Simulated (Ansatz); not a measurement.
MnGe (space group P2_13)

```xyz
8
Lattice="4.6787 0.0000 0.0000 0.0000 4.6787 0.0000 0.0000 0.0000 4.6787" Properties=species:S:1:pos:R:3 pbc="T T T"
Mn     2.9821     0.6427     1.6966
Mn     4.0359     4.0359     4.0359
Mn     0.6427     1.6966     2.9821
Mn     1.6966     2.9821     0.6427
Ge     1.6059     3.9453     3.0727
Ge     0.7334     0.7334     0.7334
Ge     3.9453     3.0727     1.6059
Ge     3.0727     1.6059     3.9453
```

The slice is a {210} plane (indices of the conventional cell) through the point (0.657, 0.343, 0.843) (fractional), spanned by u = [100] and v = [021] in vectors of this cell: u (4.68 Å) and v (10.46 Å, at 90° to u). It covers one period; positions are fractions (u, v).

All values below come from PBEsol (plane waves to 420 eV, PAW, scalar-relativistic; Ansatz, a first-principles code). k mesh 10×10×10. These are valence fields of a PAW run, semicore shells included where kept as valence: close to a nucleus they are smooth pseudo fields. MnGe was relaxed with its symmetry unable to fall. Relaxed MnGe ends ferromagnetic. Other magnetic orders were not checked, so this need not be the ground state.

### Question
Predict the map of the electrostatic potential energy of an electron, from the cell's mean on the slice.

### Answer
```
|xxxxxx113300xxxx225511xxxx|
|xxxx00555522xx0033665500xx|
|11225566776644445555665522|
|66555555667766330000004466|
|66553333557744xxxxxxxx0055|
|66663333556611xxxxxxxxxx22|
|77665544666600xxxxxxxxxx22|
|66441122446633xxxxxxxxxx44|
|3300xxxx00445522xxxxxx3355|
|00xxxxxxxx1155665555667766|
|11xxxxxxxx0044667788889977|
|4400xxxx002233556688999988|
|55332222444444557788998877|
|xx004466665533336688774400|
|xxxx00664400xxxx004444xxxx|
|xxxxxx4400xxxxxxxx0011xxxx|
|xxxx0033xxxxxxxxxxxx11xxxx|
|xxxx445500xxxxxxxx004411xx|
|4455666633xxxxxxxx33777755|
|88775555554422223355778899|
|885511003366664411xx005588|
|7733000022666611xxxxxxxx66|
|66441100447766xxxxxxxxxx44|
|6666555577887711xxxxxxxx44|
|112255779999996600xxxx1111|
|xxxx00668899887766553300xx|
|xxxxxx2266554444666622xxxx|
|xxxxxx004411xx00335500xxxx|
```
Scale: ten equal steps from 4.00 (start of '0') to 12.19 (end of '9'), in the order '0123456789'. Values: electrostatic potential energy of an electron, from the cell's mean, in eV. The map has 13 points along u (two characters each, u = 0 at the left) and 28 along v (v = 0 in the bottom row). Points within 1 Å of a nucleus are blanked (x), as the pseudised field means little there. Values under 4 eV are set to 4. The zero, the cell's mean, hangs on the PAW cores.
